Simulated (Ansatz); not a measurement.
Input:

GaP:
```
GaP
1.0
    3.56498     0.00000     0.00000
   -1.78249     3.08736     0.00000
    0.00000     0.00000     6.05053
Ga P
2 2
Direct
  0.00000   0.00000   0.00000
  0.00000   0.00000   0.50000
  0.33333   0.66667   0.25000
  0.66667   0.33333   0.75000
```

This is the PBEsol-relaxed structure. Cartesian axes are those of the cell as given.

Q: All from PBEsol in the plane-wave PAW code Ansatz, unless another level is named. Estimate the highest zone-centre frequency.

A: 262 cm^-1.

Q: Give the Young's modulus.

A: 91.6 GPa.

Q: Predict the elastic constants (relaxed ions, GPa).

A: C11 = 137, C12 = 75.0, C13 = 67.0, C33 = 180, C44 = 30.6.

Space group P6_3/mmc (NiAs type). A made-up cell: these elements were put on the sites of a structure type; neither database checked (COD, Materials Project) lists it. It is not the phase usual at ambient conditions (space group No. 216). The PBEsol relaxation kept the symmetry of its start; whether a distortion lowers the energy is not shown. As this level gives no gap, shear constants depend on the k-mesh and smearing (Fermi–Dirac, 0.1 eV here). As this level gives no gap, phonon frequencies hold no LO–TO term and depend on the k-mesh and smearing (Fermi–Dirac, 0.1 eV here). On the denser mesh and wider smearing of the elastic run this cell carries a stress of 0.4 GPa. Scalar-relativistic: spin–orbit coupling is off unless named, which matters more the heavier the elements.

Potentials: the earlier of the program's two PAW sets. The files were generated under PBE; for other functionals the program regenerates the frozen cores, and for LDA and PBEsol the local potential too.
